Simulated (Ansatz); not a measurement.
Ge in the diamond structure: a single-point calculation in the PAW code Ansatz (HSE06). The cell was relaxed with r2SCAN and then strained (uniaxial +5.44 % along x, other directions held), with the atoms relaxed again with r2SCAN; k points keep the names of the unstrained zone.

Input file:
```yaml
crystal:
  lattice:
    - [0.0, 2.8368735121, 2.8368735121]
    - [2.9911994312, 0.0, 2.8368735121]
    - [2.9911994312, 2.8368735121, 0.0]
  atoms:
    - { symbol: Ge, position: [0.0, 0.0, 0.0] }
    - { symbol: Ge, position: [0.25, 0.25, 0.25] }
kpoints:
  mp_grid: { grid: [6, 6, 6] }
  band_path:
    path:
      - [0.0, 0.0, 0.0]
      - [0.5, 0.0, 0.5]
      - [0.625, 0.25, 0.625]
      - [0.375, 0.375, 0.75]
      - [0.5, 0.5, 0.5]
      - [0.5, 0.25, 0.75]
    npoints: 1
hamiltonian:
  xc: hse06
scf:
  occupations: { method: fermi_dirac, width: 0.02 }
  n_extra_bands: 4
output:
  forces: true
  stress: true
  eigenvalues: true
```

Output, abridged:
```
Pseudopotential: Ge, paw, valence charge 14, recommended cutoff 420 eV (normal)
Functional definition: HSE06
  parameter a = 0.25
  parameter omega = 0.11/bohr
  exchange = pbe_x - a*pbe_x_sr(omega) + a*exact_x_sr(omega)
  correlation = pbe_c
Crystal: 2 atoms, lattice volume = 48.145 Å³
Basis set: ecut = 420 eV, 917 PW (Γ)
Bands: 18, of which v1, the nominal top of the filled ones, is band 14 counted from 1 (13 counted from 0)
Symmetry: 16 space group operations
Space group: I41/amd (ITA 141)
k-points: 30 of 216
[warm-up without exact exchange]
SCF iter   1: HF=-8589.906760 eV  Δρ=1.00e-3  dr2=5.66e-4
SCF iter   2: HF=-8589.907156 eV  Δρ=4.66e-4  dr2=1.05e-4
SCF iter   3: HF=-8589.907246 eV  Δρ=1.14e-4  dr2=3.03e-6
SCF iter   4: HF=-8589.907248 eV  Δρ=2.94e-5  dr2=2.58e-7
SCF iter   5: HF=-8589.907249 eV  Δρ=3.36e-6  dr2=4.06e-9
SCF iter   6: HF=-8589.907249 eV  Δρ=9.40e-7  dr2=2.97e-10
SCF 1 converged in 6 iterations: F = -8589.907249 eV  dr2 = 2.97e-10
[exact exchange on]
Exchange kernel: α = 0.2500, screened, ω = 0.2079 Å⁻¹, Wigner–Seitz truncation, v(0) = 1046.7102 eV·Å³, q-mesh 6×6×6
SCF iter   1: HF=-8591.637322 eV  Δρ=1.21e-2  dr2=2.28e-2
preconditioner: auto → none  [σ=0.020 eV  ℏωp=28.3 eV]
SCF iter   2: HF=-8591.618684 eV  Δρ=3.36e-3  dr2=2.55e-3
SCF iter   3: HF=-8591.627760 eV  Δρ=2.85e-3  dr2=1.13e-3
SCF iter   4: HF=-8591.627576 eV  Δρ=1.08e-3  dr2=1.99e-4
SCF iter   5: HF=-8591.627565 eV  Δρ=3.42e-5  dr2=3.37e-5
SCF iter   6: HF=-8591.627755 eV  Δρ=1.82e-4  dr2=7.14e-6
SCF 2 stopped early in 6 iterations: F = -8591.627753 eV  dr2 = 7.14e-6
hybrid outer 1: dexx = +1.142e-2 eV, tail = 9.30e-5 eV
SCF iter   1: HF=-8591.628344 eV  Δρ=1.60e-4  dr2=5.78e-6
SCF iter   2: HF=-8591.628351 eV  Δρ=5.53e-5  dr2=1.14e-6
SCF iter   3: HF=-8591.628351 eV  Δρ=3.15e-5  dr2=3.64e-7
SCF iter   4: HF=-8591.628351 eV  Δρ=5.24e-6  dr2=2.03e-8
SCF iter   5: HF=-8591.628351 eV  Δρ=1.45e-6  dr2=8.06e-10
SCF 3 converged in 5 iterations: F = -8591.628351 eV  dr2 = 8.06e-10
hybrid outer 2: dexx = +1.095e-5 eV, tail = 1.06e-7 eV, Δε = 1.65e-2 eV
SCF iter   1: HF=-8591.628351 eV  Δρ=2.27e-6  dr2=2.16e-9
SCF iter   2: HF=-8591.628351 eV  Δρ=1.54e-6  dr2=1.11e-9
SCF 4 converged in 2 iterations: F = -8591.628351 eV  dr2 = 1.11e-9
hybrid outer 3: dexx = +1.750e-9 eV, tail = 3.37e-9 eV, Δε = 2.31e-4 eV, ΔF = 2.78e-17 eV/Å
NSCF: frozen V_eff on 6 k-points
hybrid SCF converged: 3 outer / 13 inner (+6 warm-up)
Free energy (F): -8591.628351 eV
Internal energy: -8591.628054 eV  (E = F + TS)
E sigma→0 (E₀):  -8591.628203 eV
Entropy (-TS):   -0.000297 eV (-0.148 meV/atom)
Fermi energy:    7.664793 eV
--- Per-component energies (eV) ---
  E_band       = -393.445766
  E_kinetic    = 219.551631
  E_local      = -5030.760545
  E_nonlocal   = 838.511202
  E_hartree    = 2207.836308
  E_xc         = -121.014632
  E_vxc        = -102.957526
  E_exx        = -108.825325
  E_paw        = -3962.378469
  E_vpaw       = -515.810342
  E_ewald      = -2633.818077
  E_core_change = -0.730747
  E_smearing   = -0.000297
--- Forces (eV/Å), atoms counted from 1 ---
  atom   1  Ge      0.00000      0.00000      0.00000
  atom   2  Ge      0.00000      0.00000      0.00000
--- Stress (GPa, compression-positive) ---
       -6.142324       0.000000       0.000000
        0.000000      -1.483000       0.000000
        0.000000       0.000000      -1.483000
  P = ⅓ Tr σ = -3.0361 GPa (-30.361 kbar)
```

The file bands.tsv (bands near the Fermi energy, numbered from 0, rounded):
```tsv
# k_distance	band_9	band_10	band_11	band_12	band_13	band_14	band_15	band_16	band_17
# fermi_ev = 7.664791
# [0, 0, 0] at k_distance = 0.000000
# [0.5, 0, 0.5] at k_distance = 1.107414
# [0.625, 0.25, 0.625] at k_distance = 1.488977
# [0.375, 0.375, 0.75] at k_distance = 2.144009
# [0.5, 0.5, 0.5] at k_distance = 2.816454
# [0.5, 0.25, 0.75] at k_distance = 3.599514
# levels_relative_to = fermi_ev
0.000	-27.848	-13.750	-0.477	-0.030	-0.030	0.011	2.915	2.915	3.170
1.107	-27.826	-9.570	-9.570	-3.432	-3.432	1.007	1.007	9.906	9.906
1.489	-27.810	-10.140	-8.948	-4.555	-2.983	1.406	4.299	7.599	7.609
2.144	-27.810	-10.140	-8.948	-4.555	-2.983	1.406	4.299	7.599	7.609
2.816	-27.825	-11.572	-8.194	-1.854	-1.353	0.349	4.110	4.385	7.703
3.600	-27.815	-9.494	-9.494	-4.116	-4.116	4.291	4.291	4.793	4.793
```
In order the rows are Γ, X, U, K, L, W.

With HSE06 the gap is 0.04 eV and direct, at Γ. (This is within a few times the smearing of 0.02 eV, so the filling near the edges can be smeared.) The gap is the least over the mesh and the extra points. With the atoms held, the mean pressure is -3.0 GPa (compression positive). The stress of a hybrid is loosely converged here.

Spin-unpolarised throughout; all numbers are computed.

Spin-orbit coupling is left out.

Gaps or overlaps of about a tenth of an eV are at the limit of these meshes: between the points read a gap can be smaller or closed.

The meshes of the hybrids are coarse, so their gaps aren't converged to the digits shown.
